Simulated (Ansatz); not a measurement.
Level of theory: Ansatz 0.2.0, DFT r2SCAN, scalar-relativistic, plane waves, PAW.

Structure of Ti5Ge3:

```yaml
crystal:
  lattice:
    - [7.54768, 0.00000, 0.00000]
    - [-3.77384, 6.53648, 0.00000]
    - [0.00000, 0.00000, 5.19574]
  atoms:
    - { symbol: Ti, position: [0.33333, 0.66667, 0.00000] }
    - { symbol: Ti, position: [0.66667, 0.33333, 0.50000] }
    - { symbol: Ti, position: [0.66667, 0.33333, 0.00000] }
    - { symbol: Ti, position: [0.33333, 0.66667, 0.50000] }
    - { symbol: Ti, position: [0.25124, 0.00000, 0.25000] }
    - { symbol: Ti, position: [0.25124, 0.25124, 0.75000] }
    - { symbol: Ti, position: [0.00000, 0.25124, 0.25000] }
    - { symbol: Ti, position: [0.74876, 0.00000, 0.75000] }
    - { symbol: Ti, position: [0.74876, 0.74876, 0.25000] }
    - { symbol: Ti, position: [0.00000, 0.74876, 0.75000] }
    - { symbol: Ge, position: [0.61088, 0.00000, 0.25000] }
    - { symbol: Ge, position: [0.61088, 0.61088, 0.75000] }
    - { symbol: Ge, position: [0.00000, 0.61088, 0.25000] }
    - { symbol: Ge, position: [0.38912, 0.00000, 0.75000] }
    - { symbol: Ge, position: [0.38912, 0.38912, 0.25000] }
    - { symbol: Ge, position: [0.00000, 0.38912, 0.75000] }
```

Plane waves to 500 eV, a k mesh through Γ of 6×6×8 on the computed 16-atom cell and Gaussian smearing (0.10 eV); no spin polarisation.

Levels along Γ–M–K–Γ–A–L–H–A | L–M | H–K, in eV from the Fermi level, sorted by energy at each point. Points in fractions of the primitive reciprocal vectors: Γ (0.000 0.000 0.000), M (0.500 0.000 0.000), K (0.333 0.333 0.000), A (0.000 0.000 0.500), L (0.500 0.000 0.500), H (0.333 0.333 0.500).
```csv
point,"k (1/Å, with 2π)",band 99,band 100,band 101,band 102,band 103,band 104,band 105
Γ,0.000,-1.09,-0.65,-0.60,-0.60,0.34,0.34,0.41
-,0.096,-1.08,-0.68,-0.65,-0.58,0.30,0.36,0.40
-,0.192,-0.94,-0.86,-0.67,-0.53,0.19,0.36,0.43
-,0.288,-0.89,-0.82,-0.68,-0.42,0.00,0.28,0.49
-,0.385,-0.78,-0.77,-0.68,-0.26,-0.22,0.18,0.52
M,0.481,-0.76,-0.67,-0.67,-0.36,-0.15,0.10,0.52
-,0.536,-0.79,-0.67,-0.65,-0.36,-0.14,0.10,0.52
-,0.592,-0.79,-0.66,-0.62,-0.38,-0.12,0.09,0.53
-,0.647,-0.78,-0.65,-0.60,-0.41,-0.09,0.07,0.55
-,0.703,-0.78,-0.62,-0.59,-0.44,-0.05,0.05,0.57
K,0.758,-0.78,-0.60,-0.60,-0.46,0.00,0.00,0.58
-,0.869,-0.79,-0.65,-0.64,-0.34,-0.15,0.12,0.55
-,0.980,-0.85,-0.74,-0.68,-0.35,-0.10,0.24,0.50
-,1.091,-0.92,-0.89,-0.68,-0.51,0.14,0.34,0.45
-,1.202,-1.08,-0.70,-0.66,-0.58,0.29,0.37,0.40
Γ,1.313,-1.09,-0.65,-0.60,-0.60,0.34,0.34,0.41
-,1.434,-0.82,-0.61,-0.61,-0.59,0.36,0.36,0.42
-,1.555,-0.65,-0.65,-0.41,-0.41,0.11,0.41,0.41
-,1.676,-0.72,-0.72,-0.14,-0.08,-0.03,0.44,0.44
-,1.797,-0.82,-0.82,0.12,0.15,0.18,0.44,0.44
A,1.918,-0.91,-0.91,0.24,0.24,0.43,0.43,0.43
-,2.014,-0.88,-0.88,0.27,0.27,0.41,0.41,0.42
-,2.110,-0.79,-0.79,0.31,0.31,0.34,0.34,0.43
-,2.206,-0.66,-0.66,0.18,0.18,0.40,0.40,0.48
-,2.302,-0.51,-0.51,0.00,0.00,0.48,0.48,0.57
L,2.398,-0.41,-0.41,-0.11,-0.11,0.55,0.55,0.58
-,2.454,-0.42,-0.42,-0.12,-0.12,0.52,0.52,0.57
-,2.509,-0.44,-0.44,-0.12,-0.12,0.47,0.47,0.54
-,2.565,-0.47,-0.47,-0.14,-0.14,0.42,0.42,0.51
-,2.620,-0.51,-0.51,-0.16,-0.16,0.41,0.41,0.47
H,2.676,-0.54,-0.54,-0.17,-0.17,0.43,0.43,0.43
-,2.787,-0.56,-0.56,-0.08,-0.08,0.39,0.39,0.52
-,2.898,-0.67,-0.67,0.11,0.11,0.37,0.37,0.52
-,3.009,-0.78,-0.78,0.27,0.27,0.39,0.39,0.41
-,3.120,-0.88,-0.88,0.27,0.27,0.41,0.41,0.41
A,3.231,-0.91,-0.91,0.24,0.24,0.43,0.43,0.43
L,3.231,-0.41,-0.41,-0.11,-0.11,0.55,0.55,0.58
-,3.352,-0.53,-0.29,-0.21,-0.02,0.30,0.41,0.43
-,3.473,-0.53,-0.35,-0.19,-0.15,0.14,0.17,0.21
-,3.594,-0.61,-0.43,-0.43,-0.34,-0.01,0.09,0.32
-,3.715,-0.67,-0.66,-0.61,-0.34,-0.11,0.09,0.46
M,3.836,-0.76,-0.67,-0.67,-0.36,-0.15,0.10,0.52
H,3.836,-0.54,-0.54,-0.17,-0.17,0.43,0.43,0.43
-,3.956,-0.31,-0.30,-0.30,-0.12,0.19,0.19,0.47
-,4.077,-0.48,-0.19,-0.16,-0.16,-0.07,-0.07,0.38
-,4.198,-0.64,-0.38,-0.38,-0.32,-0.04,-0.04,0.40
-,4.319,-0.74,-0.55,-0.55,-0.42,-0.01,-0.01,0.51
K,4.440,-0.78,-0.60,-0.60,-0.46,0.00,0.00,0.58
```

Cost: 1 run of about 6.3 core-minutes, on Oxide Virtual Turin-like Processor (Zen 5) (shared hosts).